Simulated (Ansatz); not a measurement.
SrCd: stiffness from a series of strains

```
CELL_PARAMETERS angstrom
4.00300 0.00000 0.00000
0.00000 4.00300 0.00000
0.00000 0.00000 4.00300
ATOMIC_POSITIONS crystal
Sr 0.50000 0.50000 0.50000
Cd 0.00000 0.00000 0.00000
```

Atom numbers follow the list: Sr1, Cd2.

Conventional cell: a = 4.003 Å, b = 4.003 Å, c = 4.003 Å, α = 90.00°, β = 90.00°, γ = 90.00°. Around Sr (atom 1) lie 8 Cd at 3.47 Å. Cd (atom 2) is surrounded by 8 Sr at 3.47 Å.

The cell is COD entry 2310286, as deposited and not checked against the literature; nothing was relaxed.

Level of theory: Ansatz 0.2.0, DFT, LDA, all-electron LAPW, scalar-relativistic.

Sampling and basis: a Γ-centred 10×10×10 k mesh, Fermi–Dirac smearing of 0.08 eV, basis error target 0.5 meV/atom, no spin polarisation.

The strain is applied along the Cartesian axes of the cell as listed (the other components stay zero). Fractional coordinates are held (clamped ions).

σ is the change of stress from the unstrained cell, which is at -2.06 GPa; tension is positive, so slopes are stress–strain coefficients at that pressure. In a metal the k mesh adds noise.

Only quantities that a quadratic follows smoothly over the whole series are listed; rougher ones are left out.

| εxx = εyy | σzz (GPa) | σxx (GPa) |
| --- | --- | --- |
| -0.0200 | -0.64 | -1.21 |
| 0.0000 | 0.00 | 0.00 |
| 0.0100 | 0.25 | 0.53 |
| 0.0200 | 0.46 | 1.01 |

Fit the series and read off the stiffness at zero strain.

Least-squares fits y = p0 + p1 x + p2 x² to the rows give σzz (GPa): p1 = 27.5, p2 = -220; σxx (GPa): p1 = 55.5, p2 = -250. So 2 C12 = 27 GPa and C11 + C12 = 55 GPa.

One run, at εxx = εyy = -0.0100, is withheld. Predict its row.

The fits give -0.30, -0.58; the run gave -0.29, -0.58.
